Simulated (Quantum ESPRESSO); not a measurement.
## HfZr4WScLi (one run as intended and one with a planted mistake)

Simulated, not a measurement. The program is pw.x of Quantum ESPRESSO 7.5 (plane-wave density functional theory). The cell is made up: eight metal atoms on a hexagonal close-packed lattice, with elements, volume, strain and displacements drawn at random and not relaxed, so it may be unstable or far from any real phase. PseudoDojo standard norm-conserving files set the functional (PBE unless stated); there is no spin polarisation or spin-orbit coupling, the Fermi-Dirac width of 0.25 eV means electrons at about 2900 K, and the masses in the input are unused placeholders. Heavy elements are run without spin-orbit coupling, which real alloys of them have. A spin test at this wide smearing found no moment, but such smearing suppresses magnetism that the real alloy may have.

Intended input:

```
&control calculation='scf', pseudo_dir='./dojo.nc.sr.pbe.v0_5.standard.upf', outdir='./o', disk_io='minimal', tprnfor=.true., tstress=.true. /
&system ibrav=0, nat=8, ntyp=5, nbnd=61, ecutwfc=82.02448710, nosym=.true., tot_charge=0,
 occupations='smearing', smearing='fd', degauss=0.0183746611
/
&electrons conv_thr=1.470e-08, electron_maxstep=70, mixing_beta=0.5 /
ATOMIC_SPECIES
Hf 1.0 Hf.upf
Li 1.0 Li.upf
Sc 1.0 Sc.upf
W 1.0 W.upf
Zr 1.0 Zr.upf
CELL_PARAMETERS angstrom
-0.0032 -0.086 -5.131
0.0558 5.623 0.0923
6.3041 0.0644 0.004
ATOMIC_POSITIONS angstrom
Hf -0.014 0.0253 -0.0086
Zr 3.1153 0.1005 0.0109
W 1.6024 2.8293 0.0254
Zr 4.7436 2.8366 -0.0122
Zr 0.0075 1.8169 -2.5155
Sc 3.1757 1.8304 -2.5714
Zr 1.6496 4.6189 -2.45
Li 4.7778 4.6512 -2.4913
K_POINTS automatic
5 4 4 1 1 1
```

The log is shortened where brackets say so; the opening notice, blank lines, dates and the lines on written files are dropped, and the path of the files is cut. It prints rydbergs, bohrs and kilobars, and counts compression as positive stress. Its total energy is the free energy E - TS of the whole cell.

Log of the intended run:

```
     Program PWSCF v.7.5
     Parallel version (MPI & OpenMP), running on       4 processor cores
     Number of MPI processes:                 4
     Threads/MPI process:                     1
     [start-up lines left out]
     bravais-lattice index     =            0
     lattice parameter (alat)  =       9.6975  a.u.
     unit-cell volume          =    1226.9480 (a.u.)^3
     number of atoms/cell      =            8
     number of atomic types    =            5
     number of electrons       =        88.00
     number of Kohn-Sham states=           61
     kinetic-energy cutoff     =      82.0245  Ry
     charge density cutoff     =     328.0979  Ry
     scf convergence threshold =      1.5E-08
     mixing beta               =       0.5000
     number of iterations used =            8  plain     mixing
     Exchange-correlation= PBE
                           (   1   4   3   4   0   0   0)
     [axes and pseudopotential details left out]
   Cartesian axes
     site n.     atom                  positions (alat units)
         1        Hf     tau(   1) = (  -0.0027281   0.0049301  -0.0016759  )
         2        Zr     tau(   2) = (   0.6070672   0.0195841   0.0021240  )
         3        W      tau(   3) = (   0.3122539   0.5513354   0.0049496  )
         4        Zr     tau(   4) = (   0.9243681   0.5527580  -0.0023774  )
         5        Zr     tau(   5) = (   0.0014615   0.3540527  -0.4901864  )
         6        Sc     tau(   6) = (   0.6188371   0.3566834  -0.5010794  )
         7        Zr     tau(   7) = (   0.3214516   0.9000683  -0.4774226  )
         8        Li     tau(   8) = (   0.9310326   0.9063625  -0.4854706  )
     number of k points=    40  Fermi-Dirac smearing, width (Ry)=  0.0184
                       cart. coord. in units 2pi/alat
        k(    1) = (   0.1006461   0.1147544  -0.1020002), wk =   0.0500000
        k(    2) = (   0.3041741   0.1127362  -0.1020933), wk =   0.0500000
     [further k points left out]
     Dense  grid:   123131 G-vectors     FFT dimensions: (  60,  64,  72)
     Estimated max dynamical RAM per process >     356.44 MB
     Estimated total dynamical RAM >       1.30 GB
     Initial potential from superposition of free atoms
     starting charge      87.9810, renormalised to      88.0000
     Starting wfcs are   72 randomized atomic wfcs
     total cpu time spent up to now is        7.7 secs
     per-process dynamical memory:   256.4 Mb
     Self-consistent Calculation
     iteration #  1     ecut=    82.02 Ry     beta= 0.50
     Davidson diagonalization with overlap
     ethr =  1.00E-02,  avg # of iterations =  3.1
     Threshold (ethr) on eigenvalues was too large:
     Diagonalizing with lowered threshold
     Davidson diagonalization with overlap
     ethr =  2.25E-04,  avg # of iterations =  5.3
     total cpu time spent up to now is       35.1 secs
     total energy              =    -780.54590485 Ry
     estimated scf accuracy    <       0.25564618 Ry
     iteration #  2     ecut=    82.02 Ry     beta= 0.50
     Davidson diagonalization with overlap
     ethr =  2.91E-04,  avg # of iterations =  5.5
     total cpu time spent up to now is       50.2 secs
     total energy              =    -780.45104605 Ry
     estimated scf accuracy    <       1.25701077 Ry
     [iterations 3 to 16 left out]
     iteration # 17     ecut=    82.02 Ry     beta= 0.50
     Davidson diagonalization with overlap
     ethr =  9.21E-11,  avg # of iterations =  4.8
     total cpu time spent up to now is      255.0 secs
     total energy              =    -780.62153181 Ry
     estimated scf accuracy    <       0.00000003 Ry
     iteration # 18     ecut=    82.02 Ry     beta= 0.50
     Davidson diagonalization with overlap
     ethr =  3.06E-11,  avg # of iterations =  4.2
     total cpu time spent up to now is      266.9 secs
     End of self-consistent calculation
     [lines on levels left out]
!    total energy              =    -780.62153181 Ry
     estimated scf accuracy    <          5.8E-09 Ry
     smearing contrib. (-TS)   =      -0.16086903 Ry
     internal energy E=F+TS    =    -780.46066278 Ry
     The total energy is F=E-TS. E is the sum of the following terms:
     one-electron contribution =    -213.60469519 Ry
     hartree contribution      =     131.70304755 Ry
     xc contribution           =    -160.86516585 Ry
     ewald contribution        =    -537.69384929 Ry
     convergence has been achieved in  18 iterations
     Forces acting on atoms (cartesian axes, Ry/au):
     atom    1 type  1   force =     0.01695466   -0.00657060    0.00588446
     atom    2 type  5   force =    -0.01326793   -0.00579931   -0.00196828
     atom    3 type  4   force =    -0.01354620    0.00496814    0.00077491
     atom    4 type  5   force =    -0.00102649    0.02400376    0.00455937
     atom    5 type  5   force =     0.03129075    0.00592272   -0.01082754
     atom    6 type  3   force =    -0.01238184    0.01176715    0.00156584
     atom    7 type  5   force =    -0.01037948   -0.04058373    0.00106150
     atom    8 type  2   force =     0.00235653    0.00629186   -0.00105026
     Total force =     0.067922     Total SCF correction =     0.000176
     Computing stress (Cartesian axis) and pressure
          total   stress  (Ry/bohr**3)                   (kbar)     P=      -46.85
  -0.00028674  -0.00000912  -0.00000742          -42.18       -1.34       -1.09
  -0.00000912  -0.00042003  -0.00002330           -1.34      -61.79       -3.43
  -0.00000742  -0.00002330  -0.00024864           -1.09       -3.43      -36.58
     init_run     :      6.10s CPU      6.38s WALL (       1 calls)
     electrons    :    253.99s CPU    259.19s WALL (       1 calls)
     forces       :      2.45s CPU      2.47s WALL (       1 calls)
     stress       :      8.14s CPU      8.30s WALL (       1 calls)
     [timing details left out]
     PWSCF        :   4m32.05s CPU   4m37.77s WALL
     JOB DONE.
```

A second run has one planted mistake: the files are those of another functional. The input lines that differ:

```
- &control calculation='scf', pseudo_dir='./dojo.nc.sr.pbe.v0_5.standard.upf', outdir='./o', disk_io='minimal', tprnfor=.true., tstress=.true. /
+ &control calculation='scf', pseudo_dir='./dojo.nc.sr.pbesol.v0_4_1.standard.upf', outdir='./o', disk_io='minimal', tprnfor=.true., tstress=.true. /
```

Its log:

```
     Program PWSCF v.7.5
     Parallel version (MPI & OpenMP), running on       4 processor cores
     Number of MPI processes:                 4
     Threads/MPI process:                     1
     [start-up lines left out]
     bravais-lattice index     =            0
     lattice parameter (alat)  =       9.6975  a.u.
     unit-cell volume          =    1226.9480 (a.u.)^3
     number of atoms/cell      =            8
     number of atomic types    =            5
     number of electrons       =        88.00
     number of Kohn-Sham states=           61
     kinetic-energy cutoff     =      82.0245  Ry
     charge density cutoff     =     328.0979  Ry
     scf convergence threshold =      1.5E-08
     mixing beta               =       0.5000
     number of iterations used =            8  plain     mixing
     Exchange-correlation= PBESOL
                           (   1   4  10   8   0   0   0)
     [axes and pseudopotential details left out]
   Cartesian axes
     site n.     atom                  positions (alat units)
         1        Hf     tau(   1) = (  -0.0027281   0.0049301  -0.0016759  )
         2        Zr     tau(   2) = (   0.6070672   0.0195841   0.0021240  )
         3        W      tau(   3) = (   0.3122539   0.5513354   0.0049496  )
         4        Zr     tau(   4) = (   0.9243681   0.5527580  -0.0023774  )
         5        Zr     tau(   5) = (   0.0014615   0.3540527  -0.4901864  )
         6        Sc     tau(   6) = (   0.6188371   0.3566834  -0.5010794  )
         7        Zr     tau(   7) = (   0.3214516   0.9000683  -0.4774226  )
         8        Li     tau(   8) = (   0.9310326   0.9063625  -0.4854706  )
     number of k points=    40  Fermi-Dirac smearing, width (Ry)=  0.0184
                       cart. coord. in units 2pi/alat
        k(    1) = (   0.1006461   0.1147544  -0.1020002), wk =   0.0500000
        k(    2) = (   0.3041741   0.1127362  -0.1020933), wk =   0.0500000
     [further k points left out]
     Dense  grid:   123131 G-vectors     FFT dimensions: (  60,  64,  72)
     Estimated max dynamical RAM per process >     356.44 MB
     Estimated total dynamical RAM >       1.30 GB
     Initial potential from superposition of free atoms
     starting charge      87.9819, renormalised to      88.0000
     Starting wfcs are   72 randomized atomic wfcs
     total cpu time spent up to now is        7.2 secs
     per-process dynamical memory:   265.7 Mb
     Self-consistent Calculation
     iteration #  1     ecut=    82.02 Ry     beta= 0.50
     Davidson diagonalization with overlap
     ethr =  1.00E-02,  avg # of iterations =  3.0
     Threshold (ethr) on eigenvalues was too large:
     Diagonalizing with lowered threshold
     Davidson diagonalization with overlap
     ethr =  2.34E-04,  avg # of iterations =  5.3
     total cpu time spent up to now is       34.3 secs
     total energy              =    -779.97588489 Ry
     estimated scf accuracy    <       0.26607772 Ry
     iteration #  2     ecut=    82.02 Ry     beta= 0.50
     Davidson diagonalization with overlap
     ethr =  3.02E-04,  avg # of iterations =  5.3
     total cpu time spent up to now is       48.3 secs
     total energy              =    -779.87099207 Ry
     estimated scf accuracy    <       1.41741270 Ry
     [iterations 3 to 15 left out]
     iteration # 16     ecut=    82.02 Ry     beta= 0.50
     Davidson diagonalization with overlap
     ethr =  2.53E-10,  avg # of iterations =  2.1
     total cpu time spent up to now is      215.2 secs
     total energy              =    -780.05614062 Ry
     estimated scf accuracy    <       0.00000004 Ry
     iteration # 17     ecut=    82.02 Ry     beta= 0.50
     Davidson diagonalization with overlap
     ethr =  4.27E-11,  avg # of iterations =  5.2
     total cpu time spent up to now is      226.8 secs
     End of self-consistent calculation
     [lines on levels left out]
!    total energy              =    -780.05614062 Ry
     estimated scf accuracy    <       0.00000001 Ry
     smearing contrib. (-TS)   =      -0.16142212 Ry
     internal energy E=F+TS    =    -779.89471849 Ry
     The total energy is F=E-TS. E is the sum of the following terms:
     one-electron contribution =    -214.21867729 Ry
     hartree contribution      =     131.58524554 Ry
     xc contribution           =    -159.56743745 Ry
     ewald contribution        =    -537.69384929 Ry
     convergence has been achieved in  17 iterations
     Forces acting on atoms (cartesian axes, Ry/au):
     atom    1 type  1   force =     0.01981030   -0.00440355    0.00513874
     atom    2 type  5   force =    -0.01628862   -0.00405734   -0.00213674
     atom    3 type  4   force =    -0.01362769    0.00478315    0.00010008
     atom    4 type  5   force =    -0.00031842    0.02025684    0.00448272
     atom    5 type  5   force =     0.03331029    0.00573758   -0.00992638
     atom    6 type  3   force =    -0.01416221    0.01192770    0.00143122
     atom    7 type  5   force =    -0.01113855   -0.04040682    0.00193936
     atom    8 type  2   force =     0.00241489    0.00616244   -0.00102900
     Total force =     0.068957     Total SCF correction =     0.000321
     Computing stress (Cartesian axis) and pressure
          total   stress  (Ry/bohr**3)                   (kbar)     P=      -78.37
  -0.00050261  -0.00000756  -0.00000678          -73.94       -1.11       -1.00
  -0.00000756  -0.00063261  -0.00002112           -1.11      -93.06       -3.11
  -0.00000678  -0.00002112  -0.00046309           -1.00       -3.11      -68.12
     init_run     :      5.74s CPU      6.02s WALL (       1 calls)
     electrons    :    218.26s CPU    219.65s WALL (       1 calls)
     forces       :      2.18s CPU      2.23s WALL (       1 calls)
     stress       :      7.81s CPU      7.81s WALL (       1 calls)
     [timing details left out]
     PWSCF        :   3m55.20s CPU   3m57.00s WALL
     JOB DONE.
```

|  | intended run | run with the mistake |
| --- | --- | --- |
| free energy (eV) | -10620.897 | -10613.204 |
| entropy term -TS, part of it (eV) | -2.189 | -2.196 |
| pressure (GPa) | -4.68 | -7.84 |
| size of the largest force component (eV/Å) | 1.043 | 1.039 |
| largest change of a force component (eV/Å) |  | 0.096 |
| iterations | 18 | 17 |

For scale, a rerun of the intended cell at a higher cutoff and on a denser mesh moved values by no more than 0.003 eV in energy, 0.03 GPa in stress and 0.003 eV/Å in force, and a second program with other atomic files agreed on that cell to 2 % rms in force and 0.5 GPa in pressure. Files of another functional or element have another zero of energy, so the energy change says nothing on stability.